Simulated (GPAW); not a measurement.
# Equation of state of GaSb3 under PBE

It takes space group Fm-3m (No. 225, cubic). Conventional cell: a = 7.461 Å, b = 7.461 Å, c = 7.461 Å, α = 90.00°, β = 90.00°, γ = 90.00°. Sb (site symmetry m-3m) has 8 Sb at 3.23 Å as nearest neighbours. Around Sb (site symmetry -43m) lie 4 Sb at 3.23 Å and 4 Ga at 3.23 Å. Ga (site symmetry m-3m) has 8 Sb at 3.23 Å as nearest neighbours.

The cell comes from a database or a generator and needn't be the stable form of this composition.

The cell was scaled at fixed shape and fractions and run with GPAW, GPAW PAW data sets (gpaw-data 1.2.1), cutoff 600 eV; PBE, k mesh 6 × 6 × 6 on the cell of 4 atoms, fermi-dirac occupations of 0.05 eV, no spin polarisation, no spin-orbit coupling. Energies are those that the program minimises, any entropy of the smearing included. For a metal such a mesh isn't converged to the digits shown.

| V (Å³/atom) | energy over the lowest row (meV/atom) |
| --- | --- |
| 24.4024 | 7.995 |
| 24.9216 | 2.121 |
| 25.4408 | 0.000 |
| 25.9600 | 1.178 |
| 26.4792 | ? |
| 26.9984 | 12.206 |
| 27.5176 | 21.583 |

Q: Fit the third-order Birch-Murnaghan form, give V0, B0 and B′, and predict the energy left open.

A: With y = (V0/V)^(2/3), E = E0 + (9 V0 B0/16) [(y - 1)³ B′ + (y - 1)² (6 - 4y)]. Least squares through the rows shown give V0 = 25.5094 Å³/atom, E0 = -0.038 meV, B0 = 49.71 GPa (1 eV/Å³ = 160.218 GPa) and B′ = 4.00, with a largest miss of 0.025 meV. At V = 26.4792 the form with these constants gives 5.336 meV; the run gave 5.327 meV an atom.
